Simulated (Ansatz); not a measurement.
What DFT gives for GaAs2

```yaml
crystal:
  lattice:
    - [3.76499, 0.00000, 0.00000]
    - [0.00000, 3.76499, 0.00000]
    - [0.00000, 0.00000, 7.79535]
  atoms:
    - { symbol: Ga, position: [0.00000, 0.50000, 0.28100] }
    - { symbol: Ga, position: [0.50000, 0.00000, 0.71900] }
    - { symbol: As, position: [0.00000, 0.00000, 0.00000] }
    - { symbol: As, position: [0.50000, 0.50000, 0.00000] }
    - { symbol: As, position: [0.00000, 0.50000, 0.63900] }
    - { symbol: As, position: [0.50000, 0.00000, 0.36100] }
```

Level: PBE, no spin polarisation; 420 eV; 9×9×5 Γ-centred mesh; methfessel-paxton occupations (width 0.0783 eV); Ansatz 0.2.0, fixed geometry.

**Contacts.** As–As at 2.66 Å: least valence density 0.36 e/Å³ and ELF 0.53 there. Ga–As at 2.73 Å: least valence density 0.28 e/Å³ and ELF 0.48 there. Both are smooth PAW fields, read partly inside the augmentation spheres.
**Charges.** Bader charges in e: Ga +0.45, As -0.33 to -0.12. In the mean Ga gives up most and As takes most.
**Formation energy.** 0.32 eV an atom against the elements' usual phases (free molecules for gases, crystals otherwise, with no correction for O₂ or N₂), so at this geometry it isn't bound against them. Relaxing would lower it.
**At the Fermi level.** It is a metal, with about 3.5 states/eV a cell as the mean within 0.25 eV of the Fermi level, mostly As p (72 %) and Ga p (13 %).
**Stress.** The pressure is 5.1 GPa (compression positive), so with the atoms held at these fractions the cell would first expand; the forces are large, so a full relaxation may end otherwise.

Origin: a known structure type with other elements, at an estimated volume, so it need not be a known compound. Caveats: many states at the Fermi level without spin polarisation, so a magnetic state may lie lower.
